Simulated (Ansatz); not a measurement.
An elastic tensor (GPa, Voigt order, standard axes) from DFT-r²SCAN in the program Ansatz with PAW potentials:

|  | 1 | 2 | 3 | 4 | 5 | 6 |
|---|---|---|---|---|---|---|
| 1 | 255 | 128 | 128 | 0.0 | 0.0 | 0.0 |
| 2 | 128 | 255 | 128 | 0.0 | 0.0 | 0.0 |
| 3 | 128 | 128 | 255 | 0.0 | 0.0 | 0.0 |
| 4 | 0.0 | 0.0 | 0.0 | 28.6 | 0.0 | 0.0 |
| 5 | 0.0 | 0.0 | 0.0 | 0.0 | 28.6 | 0.0 |
| 6 | 0.0 | 0.0 | 0.0 | 0.0 | 0.0 | 28.6 |

Question: Which compound is it?
A. NaF, rock salt
B. GaAs, Pm-3n (Ga on 6c, As on 6d)
C. Nb3Sn, A15 (Cr3Si type)
D. CdF2, fluorite

Answer: C, Nb3Sn, A15 (Cr3Si type)

Symmetry was held in the r²SCAN relaxation. No spin polarisation was allowed. As this level gives no gap, shear constants depend on the k-mesh and smearing (Fermi–Dirac, 0.1 eV here). Scalar-relativistic: spin–orbit coupling is off unless named, which matters more the heavier the elements.

Potentials: the later of the program's two PAW sets.
